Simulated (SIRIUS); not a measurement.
Consider a self-consistent single point of InSe (P-6m2, 8 atoms in the cell; from Materials Project mp-1079260, changed as shown).

```
CELL_PARAMETERS angstrom
      4.06077     0.00000     0.00000
     -2.03039     3.51674     0.00000
      0.00000     0.00000    18.11203
ATOMIC_POSITIONS crystal
  In 0.00000 0.00000 0.57739
  In 0.00000 0.00000 0.42261
  In 0.33333 0.66667 0.92261
  In 0.33333 0.66667 0.07739
  Se 0.66667 0.33333 0.85300
  Se 0.66667 0.33333 0.14700
  Se 0.33333 0.66667 0.64702
  Se 0.33333 0.66667 0.35298
```

Level of theory: PBEsol, PseudoDojo 0.4 standard norm-conserving PBEsol (tails mended) pseudopotentials (plane waves; SIRIUS).

SIRIUS settings:

| setting | value |
|---|---|
| parameters.ngridk | 3 3 1 |
| parameters.xc_functionals | [XC_GGA_X_PBE_SOL, XC_GGA_C_PBE_SOL] |
| parameters.gk_cutoff | 9.274 1/bohr |
| parameters.pw_cutoff | 18.548 1/bohr |
| parameters.smearing | gaussian |
| parameters.smearing_width | 0.000367493 Ha |
| potentials | PseudoDojo 0.4 standard norm-conserving PBEsol (tails mended) pseudopotentials |
| parameters.electronic_structure_method | pseudopotential |
| parameters.num_bands | 70 |
| parameters.num_mag_dims | 0 |
| parameters.num_dft_iter | 100 |
| parameters.energy_tol | 1e-07 Ha |
| parameters.density_tol | 1e-06 |
| mixer.type | broyden2 |
| mixer.beta | 0.3 |
| mixer.use_hartree | true |

Results:

| Item | Result |
|---|---|
| Number of valence electrons | 116 |
| Number of bands | 70 |
| Number of k-points after the program's reduction | 3 |
| Number of plane waves (most at a k-point) | 23547 |
| Number of SCF iterations | 18 |
| FFT grid | 48 × 48 × 216 |
| Free energy E − TS | -20401.5144 eV |
| Pressure | -0.32 GPa |
| Largest force (vector length) | 0.065 eV/Å |

Forces (eV/Å):
```json
[
 {"atom": "In1", "Fx": "0.000", "Fy": "0.000", "Fz": "-0.042"},
 {"atom": "In2", "Fx": "0.000", "Fy": "0.000", "Fz": "0.042"},
 {"atom": "In3", "Fx": "0.000", "Fy": "0.000", "Fz": "0.047"},
 {"atom": "In4", "Fx": "0.000", "Fy": "0.000", "Fz": "-0.047"},
 {"atom": "Se5", "Fx": "0.000", "Fy": "0.000", "Fz": "0.064"},
 {"atom": "Se6", "Fx": "0.000", "Fy": "0.000", "Fz": "-0.064"},
 {"atom": "Se7", "Fx": "0.000", "Fy": "0.000", "Fz": "-0.065"},
 {"atom": "Se8", "Fx": "0.000", "Fy": "0.000", "Fz": "0.065"}
]
```

Stress (GPa, positive for compression):
```
 0.05   0.00   0.00
 0.00   0.05   0.00
 0.00   0.00  -1.06
```

For comparison: a first run was changed to give this one (volume scaled by 1.01), and from it to this one the free energy is nearly the same (within 1 meV/atom), the pressure goes from 0.12 to -0.32 GPa and the largest force goes from 0.077 to 0.065 eV/Å.

The structure comes from a collection of computed structures, made at another level of theory; the collection holds predicted forms beside known ones.

Cost on one core: roughly 110 core-seconds.

“Tails mended”: in these copies of the files the far tail of each local potential was reset to the Coulomb form.
